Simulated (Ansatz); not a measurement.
Sb (A7 (α-As type), R-3m) at seven volumes, r²SCAN+D4 (plane waves, PAW; program Ansatz), shape and atoms relaxed at each. One row is withheld.

```
V (Å³/atom)  P (GPa)
-----------  -------
28.046          4.33
28.971          2.68
29.895          1.16
30.820          0.00
31.744         -0.90
32.669             ?
33.594         -1.93
```

Fit the shown pressures and predict the withheld one.

P = (3/2)B₀(x^(7/2) − x^(5/2))[1 + (3/4)(B′ − 4)(x − 1)] with x = (V₀/V)^(2/3). Least squares on the six rows gives V₀ = 30.850 Å³/atom, B₀ = 32.3 GPa, B′ = 7.64. At V = 32.669, x = 0.9625 and P = -1.48 GPa. The run itself gave -1.54 GPa.

The r²SCAN+D4 relaxation kept the symmetry of its start. Scalar-relativistic: spin–orbit coupling is off unless named, which matters more the heavier the elements.

Potentials: the later of the program's two PAW sets.
